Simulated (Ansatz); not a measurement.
Relaxation of a relaxed P cell displaced along its unstable phonon at q = (½, ½, ½) of its primitive reciprocal cell (112i cm⁻¹), largest move 0.15 Å; 2 atoms in the cell, which starts as I4/mmm (No. 139), tI4; a = 3.4234 Å, b = 3.4234 Å, c = 4.8414 Å, α = 90.00°, β = 90.00°, γ = 90.00°. These are PBEsol (plane waves to 420 eV, PAW, scalar-relativistic; Ansatz, a first-principles code) values and carry that method's errors. Γ-centred k-mesh 13×13×13 on the run's cell (coarser than for final values), Fermi–Dirac smearing 0.05 eV. This is the first round of the run. 

The optimiser's lines from the output (shortened; P is positive under compression):

```
relax step   1: F+E_penalty+E_count = -1480.02395022 eV  Δ(F+E_penalty+E_count) = +0.000e0 eV  max|allowed force component| = 1.438e0 eV/Å  Δτ_max = 0.0000 Å  P = +7.780 GPa  Ω = 28.369 Å³  (6 SCF iters, dr2 threshold 1.00e-7 eV, accepted)
relax step   2: F+E_penalty+E_count = -1480.09763758 eV  Δ(F+E_penalty+E_count) = -7.369e-2 eV  max|allowed force component| = 6.506e-1 eV/Å  Δτ_max = 0.0268 Å  P = +2.372 GPa  Ω = 29.117 Å³  (6 SCF iters, dr2 threshold 2.00e-7 eV, accepted)
relax step   3: F+E_penalty+E_count = -1480.12364979 eV  Δ(F+E_penalty+E_count) = -2.601e-2 eV  max|allowed force component| = 1.008e-2 eV/Å  Δτ_max = 0.0650 Å  P = +2.280 GPa  Ω = 28.130 Å³  (6 SCF iters, dr2 threshold 2.00e-7 eV, accepted)
relax step   4: F+E_penalty+E_count = -1480.12280190 eV  Δ(F+E_penalty+E_count) = +8.479e-4 eV  max|allowed force component| = 1.230e-1 eV/Å  Δτ_max = 0.0045 Å  P = -2.328 GPa  Ω = 29.233 Å³  (6 SCF iters, dr2 threshold 2.00e-7 eV, rejected (line search))
relax step   5: F+E_penalty+E_count = -1480.12831275 eV  Δ(F+E_penalty+E_count) = -4.663e-3 eV  max|allowed force component| = 1.409e-2 eV/Å  Δτ_max = 0.0044 Å  P = +0.448 GPa  Ω = 28.582 Å³  (7 SCF iters, accepted)
relax step   6: F+E_penalty+E_count = -1480.12864867 eV  Δ(F+E_penalty+E_count) = -3.359e-4 eV  max|allowed force component| = 7.882e-3 eV/Å  Δτ_max = 0.0072 Å  P = +0.005 GPa  Ω = 28.772 Å³  (6 SCF iters, dr2 threshold 2.00e-7 eV, accepted)
relax step   7: F+E_penalty+E_count = -1480.12861197 eV  Δ(F+E_penalty+E_count) = +3.670e-5 eV  max|allowed force component| = 1.746e-2 eV/Å  Δτ_max = 0.0044 Å  P = -0.166 GPa  Ω = 28.766 Å³  (6 SCF iters, dr2 threshold 1.16e-8 eV, rejected (line search))
relax step   8: F+E_penalty+E_count = -1480.12866975 eV  Δ(F+E_penalty+E_count) = -2.108e-5 eV  max|allowed force component| = 1.296e-4 eV/Å  Δτ_max = 0.0016 Å  P = -0.008 GPa  Ω = 28.757 Å³  (6 SCF iters, accepted)
relax step   9: F+E_penalty+E_count = -1480.12867097 eV  Δ(F+E_penalty+E_count) = -1.224e-6 eV  max|allowed force component| = 3.471e-5 eV/Å  Δτ_max = 0.0001 Å  P = -0.000 GPa  Ω = 28.753 Å³  (7 SCF iters, dr2 threshold 1.78e-9 eV, accepted)
relax step  10: F+E_penalty+E_count = -1480.12877469 eV  Δ(F+E_penalty+E_count) = -1.037e-4 eV  max|allowed force component| = 2.397e-5 eV/Å  Δτ_max = 0.0000 Å  P = +0.005 GPa  Ω = 28.753 Å³  stress off target by 1.02e-2 GPa  SCF on the basis re-selected at this cell (its energy is not comparable with the rows above)  (8 SCF iters)
```

From the first to the last row the energy changes by -0.05 eV/atom and the volume by +1.4 %. The last row is marked as not comparable with the walk above it, whose basis was carried along; it does compare with step 1, since both stand on a basis selected at the nominal cutoff for their own cell.

Steps 4, 7 were rejected by the optimiser.

Later rounds, restarted from the end of this one on a renewed k-mesh, logged 4 more steps and released under 0.01 eV/atom more. The final structure after all rounds: I4/mmm (No. 139), tI4; a = 3.437 Å, b = 3.437 Å, c = 4.862 Å, α = 90.00°, β = 90.00°, γ = 90.00°. Between re-selections the logged energies stand on a plane-wave basis carried along with the cell. No spin polarisation in the result.

The run could not lose the symmetry of its start, so the end can be a saddle point.

The relaxed structure here is a generated cell of P: the first start was made by placing the elements on the sites of a structure type, and the end was not matched to a known phase here, so it may be hypothetical. Known forms of P include space group No. 64.
